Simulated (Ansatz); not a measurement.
## Mg2FeH6: do energies and stresses tell the same story?

Method: DFT LDA, scalar-relativistic, plane waves, PAW (Ansatz).

Plane waves to 420 eV, a k mesh through Γ of 8×8×8 on the computed 9-atom cell and Gaussian smearing (0.02 eV); no spin polarisation.

Relaxed cell: Fm-3m, a = 6.279 Å, b = 6.279 Å, c = 6.279 Å, α = 90.00°, β = 90.00°, γ = 90.00°, 9 atoms in the primitive cell. Whether it is the stable form of this composition wasn't checked.

Energies at zero smearing and pressures from the stress tensor, at volumes with shape and atoms relaxed:
```csv
V (Å³/atom),E − E(first) (meV/atom),P (GPa)
6.051,0.00,14.49
6.257,-15.72,10.03
6.464,-26.07,6.18
6.670,-31.84,2.86
6.876,-33.63,-0.01
7.082,-31.98,-2.48
7.289,-27.39,-4.61
7.564,-17.33,-7.02
```

Question: Check P = −dE/dV between neighbouring volumes, and get the bulk modulus from the pressures alone.

Answer: With 1 eV/Å³ = 160.2 GPa:
| middle V (Å³/atom) | −ΔE/ΔV (GPa) | mean P (GPa) |
| --- | --- | --- |
| 6.154 | 12.206 | 12.265 |
| 6.360 | 8.041 | 8.106 |
| 6.567 | 4.482 | 4.519 |
| 6.773 | 1.387 | 1.427 |
| 6.979 | -1.275 | -1.242 |
| 7.186 | -3.567 | -3.546 |
| 7.426 | -5.863 | -5.816 |

The two differ by 0.06 GPa at most. The mean of two end pressures misses the average over a step by about ΔV² P″/12, up to 0.06 GPa here; with that taken off 0.02 GPa remains. Around V = 6.876 Å³/atom, the two neighbours give B = −V ΔP/ΔV = 6.876 × 5.34 / 0.413 = 89.0 GPa, against B0 = 88.6 GPa from the Birch–Murnaghan fit of the energies.

A ferromagnetic start lost its moments in a first run, so spin was left out; other magnetic orders weren't tried.

Cost: 9 runs of about 6 core-minutes in all, on Intel Xeon Processor @ 2.50GHz (Skylake/Cascade Lake) (shared hosts).